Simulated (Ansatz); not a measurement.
Computed with Ansatz, DFT PBE, scalar-relativistic, plane waves, PAW. All cells share a 420 eV cutoff and Γ-centred k meshes spaced at most about 0.3 Å⁻¹ (about 0.25 or finer for metals, 2π included). No spin polarisation in the final relaxations.

These are static total energies at zero pressure.

Compare these two cells of InCuO, each relaxed at this level.

A.

```
In Cu O
1.0
     3.82590    0.00000    0.00000
     0.00000    3.82590    0.00000
     0.00000    0.00000    3.64669
In Cu O
1 1 1
Direct
  0.50000 0.50000 0.50000
  0.00000 0.00000 0.00000
  0.00000 0.00000 0.50000
```

B.

```
In Cu O
1.0
     6.18249    0.00000    0.00000
     0.00000    3.61421    0.00000
     0.00000    0.00000    4.81119
In Cu O
2 2 2
Direct
  0.25000 0.00000 0.00681
  0.75000 0.00000 0.99319
  0.00000 0.50000 0.50000
  0.50000 0.50000 0.50000
  0.25000 0.50000 0.71085
  0.75000 0.50000 0.28915
```

Task: Which would you expect to be lower, and how large is the difference?

Result: B is lower, by 155 meV/atom. A has space group P4/mmm (No. 123), 17.8 Å³/atom and no gap on its mesh; B has space group Pmma (No. 51), 17.9 Å³/atom and no gap. Counting O atoms around Cu and In (those within 1.25 times the shortest such distance or 1.15 times the sum of covalent radii; the shortest distance is added where it is long for a bond), A has In 4 from 2.7 Å, Cu 2 and B has In 2, Cu 2. Both come from invented guesses.

The zero gap of P4/mmm may come from the functional, which often closes small gaps, or the cell may be a true semimetal. No Hubbard U is applied to the 3d shell of Cu. Cells relaxed within their symmetry can be saddle points. The Pmma cell of InCuO came from shaking the P4/mmm one.
